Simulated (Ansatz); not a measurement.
CdAg (Cmmm), two-dimensional strain map

Computed with DFT PBEsol, scalar-relativistic, plane waves, PAW in Ansatz. Cutoff 420 eV, Γ-centred 18×18×10 k-points, Gaussian smearing of 0.15 eV. No spin polarisation. Energies are free energies at this smearing, counted from the undisturbed cell; pressure is positive in compression.

The undisturbed cell (as given, not relaxed at this level; it stands at -3.3 GPa, and it needn't be the usual structure):

```
CELL_PARAMETERS angstrom
1.68062 -2.39928 0.00000
1.68062 2.39928 0.00000
0.00000 0.00000 4.69335
ATOMIC_POSITIONS crystal
Cd 0.50000 0.50000 0.50000
Ag 0.00000 0.00000 0.00000
```

The cell is strained by p along both x and y and by q along z, fractional coordinates fixed. Points are written (p, q).

Energy above the undisturbed cell in meV/atom (a dash: not computed):

| p \ q | -0.030 | -0.015 | 0.000 | 0.015 | 0.030 |
| --- | --- | --- | --- | --- | --- |
| -0.030 | ? | 0.5 | ? | ? | 5.6 |
| -0.015 | -4.4 | – | -6.6 | – | – |
| 0.000 | -4.6 | – | 0.0 | – | 18.3 |
| 0.030 | 22.0 | – | 39.3 | – | 67.0 |

(1) Fill in the withheld energies.

Answers

(1) (-0.030, -0.030): 7.6; (-0.030, 0.000): -1.9; (-0.030, 0.015): 0.0.